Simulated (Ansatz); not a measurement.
# Property card for GaAs5

All numbers below come from Ansatz, DFT PBE, scalar-relativistic, plane waves, PAW.

Plane waves to 420 eV, a k mesh through Γ of 12×12×6 on the computed 6-atom cell and Gaussian smearing (0.10 eV); no spin polarisation.

The structure is relaxed at this level of theory with its symmetry kept, and needn't be the ground state of this composition.

```xyz
6
Lattice="4.9249 0.0000 0.0000 -2.4624 4.2651 0.0000 0.0000 0.0000 5.9170" Properties=species:S:1:pos:R:3 pbc="T T T"
Ga    0.0000    0.0000    0.0000
As    0.0000    2.8434    4.2230
As    0.0000    2.8434    1.6939
As    2.4624    1.4217    1.6939
As    2.4624    1.4217    4.2230
As    0.0000    0.0000    2.9585
```

```json
{
 "Space group": "P6/mmm (No. 191)",
 "Volume per atom": "20.71 Å³",
 "Formation energy from the elements' standard states (uncorrected)": "+0.299 eV/atom",
 "Kohn–Sham band gap": "none (metal)",
 "Density of states at the Fermi level": "2.8 states/eV per cell",
 "Orbital (Löwdin) character within 0.5 eV of the Fermi level": "As 4p 77 %, Ga 4p 10 %, As 4s 7 %",
 "Bader charge by site (e)": "Ga (1 in the cell) 0.41, As (4 in the cell) -0.07, As (1 in the cell) -0.13"
}
```

The cell was found from a structure generator's guess, not taken from experiment. Löwdin shares on free-atom orbitals overweight diffuse shells.
